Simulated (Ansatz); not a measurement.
# One input, then a changed one: Ru (hcp type)

First run: DFT, PBEsol, PAW with Ansatz's default frozen-core files, scalar-relativistic (Ansatz 0.2.0).

Command: `ansatz run input.yaml --threads 1 --pin off --max-ram 3584MiB --backend cpu --events-out ev --progress --plain --runs-dir out` It took 19 s on 1 thread of Intel(R) Xeon(R) Platinum 8488C (Sapphire Rapids), with other jobs on the host, peak memory 0.46 GiB.

```yaml
crystal:
  lattice:
    - [2.6679256712, 0.0, 0.0]
    - [-1.3339628356, 2.3104914067, 0.0]
    - [0.0, 0.0, 4.3220395874]
  atoms:
    - { symbol: Ru, position: [0.3333333333, 0.6666666667, 0.25] }
    - { symbol: Ru, position: [0.6666666667, 0.3333333333, 0.75] }
kpoints:
  mp_grid: { grid: [19, 19, 10] }
scf:
  occupations: { method: fermi_dirac, width: 0.05 }
hamiltonian:
  xc: pbesol
  pseudopotentials: { kind: paw }
output:
  forces: true
  stress: true
relax:
  f_tol: 0.005
  max_steps: 40
  cell: {}
```

The start is a guessed cell.

This run: bulk cell relaxed.

It converges in 32 SCF iterations over all geometries at a pressure of 0.04 GPa, ending at 13.32 Å³/atom, cutoff 420 eV.

The input is then changed:

```diff
   occupations: { method: fermi_dirac, width: 0.05 }
+  mixing: { preconditioner: kerker_dos }
 hamiltonian:
   stress: true
+  write_density: true
+  write_potential: true
+  elf: true
+  volumetric_format: npy
 relax:
   cell: {}
+basis:
+  xc_grid: 4
```

Task: Predict the outcome of the changed run.

Result: It converges in 23 SCF iterations over all geometries at a pressure of 0.04 GPa, ending at 13.32 Å³/atom, cutoff 420 eV, free energy 0.0 meV/atom against the first run's.
